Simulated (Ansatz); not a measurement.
CaO (rock salt)

```yaml
crystal:
  lattice:
    - [0.00000, 2.39742, 2.39742]
    - [2.39742, 0.00000, 2.39742]
    - [2.39742, 2.39742, 0.00000]
  atoms:
    - { symbol: Ca, position: [0.00000, 0.00000, 0.00000] }
    - { symbol: O, position: [0.50000, 0.50000, 0.50000] }
```

The slice is a {111} plane (indices of the conventional cell) through the point (0.500, 0.500, 0.500) (fractional), spanned by u = [100] and v = [-1 2 0] in vectors of this cell: u (3.39 Å) and v (5.87 Å, at 90° to u). It covers one period; positions are fractions (u, v).

All values below come from r2SCAN (plane waves to 500 eV, PAW, scalar-relativistic; Ansatz, a first-principles code). k mesh 12×12×12. Near the nuclei the fields are pseudised (PAW); where an atom keeps semicore shells as valence, they peak there. CaO was relaxed with its symmetry unable to fall.

Predict the map of the valence electron density on the slice.


```
|9986431000134689|
|8875421000124578|
|6654310000013456|
|4443210000012344|
|3321100000001123|
|1110000000000011|
|0000000000000000|
|0000001111100000|
|0000112333211000|
|0001234444432100|
|0001345666543100|
|0012457888754210|
|0013468999864310|
|0013468999864310|
|0013468999864310|
|0012457888754210|
|0001345666543100|
|0001234444432100|
|0000112333211000|
|0000001111100000|
|0000000000000000|
|1110000000000011|
|3321100000001123|
|4443210000012344|
|6654310000013456|
|8875421000124578|
|9986431000134689|
|9986431000134689|
```
Scale: ten equal steps from -1.23 (start of '0') to 0.88 (end of '9'), in the order '0123456789'. Values: log₁₀ of the valence density in e/Å³. The map has 16 points along u (one character each, u = 0 at the left) and 28 along v (v = 0 in the bottom row). The scale is logarithmic, as a density can span decades between atoms and voids.
